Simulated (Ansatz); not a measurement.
AlN (zinc blende, space group No. 216) under volume change, r²SCAN in the plane-wave PAW code Ansatz, scaled uniformly.

```tsv
V (Å³/atom)	E − E(relaxed) (meV/atom)	P (GPa)
9.492	64.5	23.75
9.804	27.2	14.65
10.117	6.5	6.79
10.430	0.0	0.00
10.743	(withheld)	(withheld)
11.056	22.4	-10.96
11.369	(withheld)	(withheld)
```

Q: Fill in the missing entries.

A: 
- 11.369, E − E(relaxed) (meV/atom): 48.2
- 11.369, P (GPa): -15.35
- 10.743, E − E(relaxed) (meV/atom): 5.9
- 10.743, P (GPa): -5.88

Q: What does a third-order Birch–Murnaghan fit give for V₀, B₀ and B′?

A: V₀ = 10.43 Å³/atom, B₀ = 210 GPa, B′ = 3.8.

Space group F-43m (zinc blende). Symmetry was held in the r²SCAN relaxation.

Potentials: the later of the program's two PAW sets.
